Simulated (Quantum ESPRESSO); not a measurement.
Al2BGaP4, input and log of a self-consistent run

Simulated, not a measurement. The program is pw.x of Quantum ESPRESSO 7.5 (plane-wave density functional theory). The cell is made up: 8 atoms on a zincblende/diamond lattice, with randomly drawn elements, strain and displacements, not relaxed. PseudoDojo standard norm-conserving files (v0.5 for PBE, v0.4.1 for LDA and PBEsol) set the functional; there is no spin polarisation, spin-orbit coupling or dispersion term, and the masses in the input are unused placeholders.

Input:

```
&control calculation='scf', pseudo_dir='./dojo.nc.sr.pbe.v0_5.standard.upf', outdir='./o', disk_io='medium', tprnfor=.true., tstress=.true. /
&system ibrav=0, nat=8, ntyp=4, nbnd=31, ecutwfc=79.96652505, nosym=.true., tot_charge=0,
 occupations='smearing', smearing='fd', degauss=0.0073498644
/
&electrons conv_thr=7.350e-09, electron_maxstep=60, /
ATOMIC_SPECIES
Al 1.0 Al.upf
B 1.0 B.upf
Ga 1.0 Ga.upf
P 1.0 P.upf
CELL_PARAMETERS angstrom
5.5846 -0.0187 0.0521
-0.0187 5.6651 0.0252
0.0521 0.0252 5.6446
ATOMIC_POSITIONS angstrom
Al 0.1048 -0.0408 0.1175
B 0.0713 2.7929 2.7414
Ga 2.8905 -0.1074 2.9415
Al 2.7305 2.7656 -0.0596
P 1.373 1.3222 1.4715
P 1.3078 4.1914 4.4201
P 4.1936 1.3341 4.3245
P 4.2161 4.2408 1.5644
K_POINTS automatic
6 6 6 1 1 1
```

The log is shortened where brackets say so; the opening notice, blank lines, dates and the lines on written files are dropped, and the path of the files is cut. It prints rydbergs, bohrs and kilobars, and counts compression as positive stress.

```
     Program PWSCF v.7.5
     Parallel version (MPI & OpenMP), running on       1 processor cores
     Number of MPI processes:                 1
     Threads/MPI process:                     1
     [start-up lines left out]
     bravais-lattice index     =            0
     lattice parameter (alat)  =      10.5539  a.u.
     unit-cell volume          =    1204.9762 (a.u.)^3
     number of atoms/cell      =            8
     number of atomic types    =            4
     number of electrons       =        42.00
     number of Kohn-Sham states=           31
     kinetic-energy cutoff     =      79.9665  Ry
     charge density cutoff     =     319.8661  Ry
     scf convergence threshold =      7.3E-09
     mixing beta               =       0.7000
     number of iterations used =            8  plain     mixing
     Exchange-correlation= PBE
                           (   1   4   3   4   0   0   0)
     [axes and pseudopotential details left out]
   Cartesian axes
     site n.     atom                  positions (alat units)
         1        Al     tau(   1) = (   0.0187650  -0.0073054   0.0210390  )
         2        B      tau(   2) = (   0.0127666   0.5000829   0.4908615  )
         3        Ga     tau(   3) = (   0.5175586  -0.0192305   0.5266905  )
         4        Al     tau(   4) = (   0.4889098   0.4951947  -0.0106717  )
         5        P      tau(   5) = (   0.2458426   0.2367466   0.2634795  )
         6        P      tau(   6) = (   0.2341682   0.7504914   0.7914413  )
         7        P      tau(   7) = (   0.7508853   0.2388774   0.7743236  )
         8        P      tau(   8) = (   0.7549140   0.7593367   0.2801137  )
     number of k points=   108  Fermi-Dirac smearing, width (Ry)=  0.0073
     Number of k-points >= 100: set verbosity='high' to print them.
     Dense  grid:   116417 G-vectors     FFT dimensions: (  64,  64,  64)
     Estimated max dynamical RAM per process >     147.21 MB
     Initial potential from superposition of free atoms
     starting charge      41.9916, renormalised to      42.0000
     Starting wfcs are   37 randomized atomic wfcs
     total cpu time spent up to now is       35.1 secs
     per-process dynamical memory:   114.3 Mb
     Self-consistent Calculation
     iteration #  1     ecut=    79.97 Ry     beta= 0.70
     Davidson diagonalization with overlap
     ethr =  1.00E-02,  avg # of iterations =  3.3
     Threshold (ethr) on eigenvalues was too large:
     Diagonalizing with lowered threshold
     Davidson diagonalization with overlap
     ethr =  5.95E-04,  avg # of iterations =  3.0
     total cpu time spent up to now is      260.3 secs
     total energy              =    -223.45732644 Ry
     estimated scf accuracy    <       0.25846793 Ry
     iteration #  2     ecut=    79.97 Ry     beta= 0.70
     Davidson diagonalization with overlap
     ethr =  6.15E-04,  avg # of iterations =  2.0
     total cpu time spent up to now is      368.3 secs
     total energy              =    -223.48580850 Ry
     estimated scf accuracy    <       0.10801960 Ry
     iteration #  3     ecut=    79.97 Ry     beta= 0.70
     Davidson diagonalization with overlap
     ethr =  2.57E-04,  avg # of iterations =  3.0
     total cpu time spent up to now is      493.1 secs
     total energy              =    -223.50621976 Ry
     estimated scf accuracy    <       0.04310347 Ry
     iteration #  4     ecut=    79.97 Ry     beta= 0.70
     Davidson diagonalization with overlap
     ethr =  1.03E-04,  avg # of iterations =  4.8
     total cpu time spent up to now is      594.4 secs
     total energy              =    -223.51533264 Ry
     estimated scf accuracy    <       0.00603921 Ry
     iteration #  5     ecut=    79.97 Ry     beta= 0.70
     Davidson diagonalization with overlap
     c_bands:  1 eigenvalues not converged
     c_bands:  1 eigenvalues not converged
     c_bands:  1 eigenvalues not converged
     ethr =  1.44E-05,  avg # of iterations =  8.0
     total cpu time spent up to now is      725.4 secs
     total energy              =    -223.51644981 Ry
     estimated scf accuracy    <       0.00038518 Ry
     iteration #  6     ecut=    79.97 Ry     beta= 0.70
     Davidson diagonalization with overlap
     c_bands:  1 eigenvalues not converged
     c_bands:  1 eigenvalues not converged
     ethr =  9.17E-07,  avg # of iterations =  6.7
     total cpu time spent up to now is      865.0 secs
     total energy              =    -223.51654916 Ry
     estimated scf accuracy    <       0.00002079 Ry
     iteration #  7     ecut=    79.97 Ry     beta= 0.70
     Davidson diagonalization with overlap
     ethr =  4.95E-08,  avg # of iterations =  2.1
     total cpu time spent up to now is      966.3 secs
     total energy              =    -223.51655534 Ry
     estimated scf accuracy    <       0.00000115 Ry
     iteration #  8     ecut=    79.97 Ry     beta= 0.70
     Davidson diagonalization with overlap
     ethr =  2.74E-09,  avg # of iterations =  3.9
     total cpu time spent up to now is     1103.4 secs
     total energy              =    -223.51655593 Ry
     estimated scf accuracy    <       0.00000054 Ry
     iteration #  9     ecut=    79.97 Ry     beta= 0.70
     Davidson diagonalization with overlap
     ethr =  1.28E-09,  avg # of iterations =  2.0
     total cpu time spent up to now is     1209.4 secs
     total energy              =    -223.51655607 Ry
     estimated scf accuracy    <       0.00000002 Ry
     iteration # 10     ecut=    79.97 Ry     beta= 0.70
     Davidson diagonalization with overlap
     ethr =  5.27E-11,  avg # of iterations =  2.6
     total cpu time spent up to now is     1315.5 secs
     End of self-consistent calculation
     [lines on levels left out]
!    total energy              =    -223.51655608 Ry
     estimated scf accuracy    <          2.6E-09 Ry
     smearing contrib. (-TS)   =      -0.00019947 Ry
     internal energy E=F+TS    =    -223.51635661 Ry
     The total energy is F=E-TS. E is the sum of the following terms:
     one-electron contribution =    -106.08762071 Ry
     hartree contribution      =      74.73488444 Ry
     xc contribution           =     -64.33102030 Ry
     ewald contribution        =    -127.83260003 Ry
     convergence has been achieved in  10 iterations
     Forces acting on atoms (cartesian axes, Ry/au):
     atom    1 type  1   force =    -0.06123360    0.00725200   -0.00975713
     atom    2 type  2   force =    -0.02621343   -0.00557870    0.01577569
     atom    3 type  3   force =    -0.03094280    0.00856905    0.01251598
     atom    4 type  1   force =     0.01515571   -0.00468257    0.04565940
     atom    5 type  4   force =     0.00893417    0.07006864    0.05167777
     atom    6 type  4   force =     0.00658698   -0.03289443   -0.08815930
     atom    7 type  4   force =     0.05416524    0.03127898   -0.02560921
     atom    8 type  4   force =     0.03354773   -0.07401295   -0.00210320
     Total force =     0.190057     Total SCF correction =     0.000320
     Computing stress (Cartesian axis) and pressure
          total   stress  (Ry/bohr**3)                   (kbar)     P=      -91.03
  -0.00056597   0.00005575  -0.00005459          -83.26        8.20       -8.03
   0.00005575  -0.00064610   0.00005606            8.20      -95.05        8.25
  -0.00005459   0.00005606  -0.00064441           -8.03        8.25      -94.80
     init_run     :     34.06s CPU     34.99s WALL (       1 calls)
     electrons    :   1213.28s CPU   1280.48s WALL (       1 calls)
     forces       :     15.54s CPU     15.91s WALL (       1 calls)
     stress       :     63.69s CPU     64.23s WALL (       1 calls)
     [timing details left out]
     PWSCF        :  22m 7.21s CPU  23m18.59s WALL
     JOB DONE.
```

In other units: free energy -3041.098 eV for the cell, pressure -9.10 GPa, largest force component 2.267 eV/Å. A rerun of this cell at 1377 eV and a 8 x 8 x 8 mesh moved values by no more than 0.002 eV in energy, 0.02 GPa in stress and 0.002 eV/Å in force.